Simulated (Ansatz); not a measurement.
GaPd3C:
```xyz
5
Lattice="4.1149 0.0000 0.0000 0.0000 4.1149 0.0000 0.0000 0.0000 4.1149" Properties=species:S:1:pos:R:3 pbc="T T T"
Ga     0.0000     0.0000     0.0000
Pd     0.0000     2.0575     2.0575
Pd     2.0575     0.0000     2.0575
Pd     2.0575     2.0575     0.0000
C      2.0575     2.0575     2.0575
```

Relaxed with r²SCAN.

**Question.** Map the electron localisation function on the plane through (0.000, 0.000, 0.000) spanned by u = [1, 0, 0] and v = [0, 1, 1] in lattice vectors, from r²SCAN in the plane-wave PAW code Ansatz.

**Answer.** x is the fraction of u, y of v (the angle between them is 90°; rows are the nearest grid lines); atoms in the plane: Ga at (0.00, 0.00), Pd at (0.00, 0.50), C at (0.50, 0.50).
```
y \ x   0.000  0.0952  0.190  0.286  0.381  0.476  0.524  0.619  0.714  0.810  0.905   1.00
------  -----  ------  -----  -----  -----  -----  -----  -----  -----  -----  -----  -----
1.00    0.998   0.026  0.227  0.274  0.233  0.153  0.153  0.233  0.274  0.227  0.026  0.998
0.931   0.031   0.105  0.242  0.299  0.231  0.158  0.158  0.231  0.299  0.242  0.105  0.031
0.862   0.234   0.243  0.268  0.298  0.194  0.156  0.156  0.194  0.298  0.268  0.243  0.234
0.759   0.285   0.271  0.229  0.172  0.152  0.157  0.157  0.152  0.172  0.229  0.271  0.285
0.690   0.236   0.206  0.158  0.186  0.284  0.349  0.349  0.284  0.186  0.158  0.206  0.236
0.621   0.428   0.441  0.224  0.313  0.655  0.733  0.733  0.655  0.313  0.224  0.441  0.428
0.552   0.236   0.387  0.330  0.435  0.720  0.300  0.300  0.720  0.435  0.330  0.387  0.236
0.448   0.236   0.387  0.330  0.435  0.720  0.300  0.300  0.720  0.435  0.330  0.387  0.236
0.379   0.428   0.441  0.224  0.313  0.655  0.733  0.733  0.655  0.313  0.224  0.441  0.428
0.310   0.236   0.206  0.158  0.186  0.284  0.349  0.349  0.284  0.186  0.158  0.206  0.236
0.241   0.285   0.271  0.229  0.172  0.152  0.157  0.157  0.152  0.172  0.229  0.271  0.285
0.138   0.234   0.243  0.268  0.298  0.194  0.156  0.156  0.194  0.298  0.268  0.243  0.234
0.0690  0.031   0.105  0.242  0.299  0.231  0.158  0.158  0.231  0.299  0.242  0.105  0.031
0.000   0.998   0.026  0.227  0.274  0.233  0.153  0.153  0.233  0.274  0.227  0.026  0.998
```

The density is the valence pseudo-density with augmentation charge, so density and ELF within about 1 Å of a nucleus are not all-electron values.

Space group Pm-3m (anti-perovskite). The start of the workflow was typed in or built on a structure type; neither database checked (COD, Materials Project) lists it. Whether it is the stable phase at ambient conditions was not checked. The r²SCAN relaxation kept the symmetry of its start; its stability against distortions is not shown here. No spin polarisation was allowed. Spin–orbit coupling is left out wherever it is not named.

Potentials: the earlier of the program's two PAW sets. The files were generated under PBE; for other functionals the program regenerates the frozen cores, and for LDA and PBEsol the local potential too.
